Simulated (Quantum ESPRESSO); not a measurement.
## Calculated data, MgGa3P3Se (made-up cell)

Computed with Quantum ESPRESSO 7.5. Calculation on a made-up crystal cell, not a measurement: periodic Kohn-Sham density functional theory in plane waves with PseudoDojo standard norm-conserving scalar-relativistic pseudopotentials, each functional with its own files (v0.5 for PBE, v0.4.1 for LDA and PBEsol), no spin polarisation, no spin-orbit coupling, atoms not relaxed, stress positive in tension, energies less a fixed whole-eV offset for each atom's element; levels are Kohn-Sham levels at fractions of this cell's reciprocal vectors, counted from the reference band (half the neutral cell's valence electrons, rounded up) at Gamma; error bars cover cutoff and k-mesh only, not smearing or the files; added strain carries the atoms with the cell, and shear is the tensor component; each bar is the largest change over components, and at least 0.002 eV, 0.002 eV per angstrom or 0.02 GPa; energies are for the whole cell, and the offsets were chosen from early runs and are not element reference energies.

## MgGa3P3Se (made-up cell)

Unstrained structure:
```cif
# cell vector a (Å): 5.7440 -0.0016 0.0358
# cell vector b (Å): -0.0016 5.6487 0.0023
# cell vector c (Å): 0.0358 0.0023 5.6229
data_MgGa3P3Se
_symmetry_space_group_name_H-M 'P 1'
_symmetry_Int_Tables_number 1
_cell_length_a 5.7441
_cell_length_b 5.6487
_cell_length_c 5.6230
_cell_angle_alpha 89.953
_cell_angle_beta 89.278
_cell_angle_gamma 90.032
_cell_volume 182.43
loop_
_atom_site_label
_atom_site_type_symbol
_atom_site_fract_x
_atom_site_fract_y
_atom_site_fract_z
_atom_site_occupancy
Ga1 Ga 0.01246 0.00170 0.99823 1
Ga2 Ga 0.00160 0.50327 0.50298 1
Mg1 Mg 0.49594 0.00074 0.51718 1
Ga3 Ga 0.49136 0.51079 0.99590 1
Se1 Se 0.25462 0.25141 0.25083 1
P1 P 0.24031 0.74873 0.74253 1
P2 P 0.75434 0.23722 0.75298 1
P3 P 0.74762 0.75010 0.25284 1
```

Settings of this run: lattice type zincblende/diamond, functional pbe, cutoff 1170 eV, fermi dirac smearing 0.025 eV, scf tolerance 1e-07 eV, electrons removed 0, added strain kind biaxial xx and yy, added strain 0.0019, k mesh 4 x 4 x 4, shifted by half a step and structure shown before the added strain of 0.0019.

The calculation gives: free energy less offsets -2.774 eV; smearing term minus ts 0 eV; scf iterations 10; pressure -0.5891 GPa; stress xx 1.368 GPa; stress yy 0.3679 GPa; stress zz 0.0315 GPa; stress yz -0.5067 GPa; stress xz 0.6448 GPa; stress xy -1.246 GPa; reference band 40; error bar energy 0.007207 eV; error bar stress 0.02 GPa; error bar force 0.003031 eV/Å; error bar next band up 0.002 eV; error bars from tighter rerun of this cell.

Atoms:
| atoms element | atom site | atom energy offset (eV) |
| --- | --- | --- |
| Ga | 1 | -2080 |
| Ga | 2 | -2080 |
| Mg | 3 | -1617 |
| Ga | 4 | -2080 |
| Se | 5 | -3300 |
| P | 6 | -189 |
| P | 7 | -189 |
| P | 8 | -189 |

Forces:
| site | x (eV/Å) | y (eV/Å) | z (eV/Å) |
| --- | --- | --- | --- |
| 1 | -1.486 | -0.8877 | -0.4706 |
| 2 | -1.481 | 0.3657 | 0.4958 |
| 3 | 0.7092 | -0.4228 | -0.2449 |
| 4 | 1.372 | 0.4945 | -0.7858 |
| 5 | -0.1889 | 0.1766 | -0.0986 |
| 6 | -0.03282 | -0.542 | 0.8305 |
| 7 | 0.575 | 1.064 | 0.5947 |
| 8 | 0.5329 | -0.2483 | -0.3211 |

Levels:
| level k point | next band up (eV) |
| --- | --- |
| Gamma | 0.5819 |
| (1/2,1/2,1/2) | 0.6568 |
| (0.15,0,0) | 1.159 |
| (0,0.15,0) | 1.165 |
| (0,0,0.15) | 1.161 |
